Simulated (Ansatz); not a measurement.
# SiGe₂ (P-3m1) at 4 levels of theory

One geometry, relaxed with PBE; plane waves with PAW potentials in Ansatz, scalar-relativistic. No spin polarisation. Gaps are the least over mesh and band path; pressure is positive in compression, and isn't given for hybrids.

Space group P-3m1 (No. 164). a = 3.996 Å, b = 3.996 Å, c = 9.787 Å, α = 90.00°, β = 90.00°, γ = 120.00°
```tsv
atom	site	symmetry	x	y	z
Si	2d	3m.	0.3333	0.6667	0.7915
Ge	2d	3m.	0.6667	0.3333	0.4559
Ge	2c	3m.	0.0000	0.0000	0.1276
```

```
level  cutoff (eV)   k mesh  gap (eV)  pressure (GPa)
  PBE          420  12×12×4      0.47             0.0
```

Problem. What comes out on the same cell with r2SCAN, HSE06, LDA?

Solution.
| level | cutoff (eV) | k mesh | gap (eV) | pressure (GPa) |
| --- | --- | --- | --- | --- |
| r2SCAN | 500 | 12×12×4 | 0.76 | -2.5 |
| HSE06 | 420 | 6×6×2 | 1.09 | - |
| LDA | 420 | 12×12×4 | 0.34 | -4.3 |

The cell was found from a structure generator's guess, not taken from experiment.
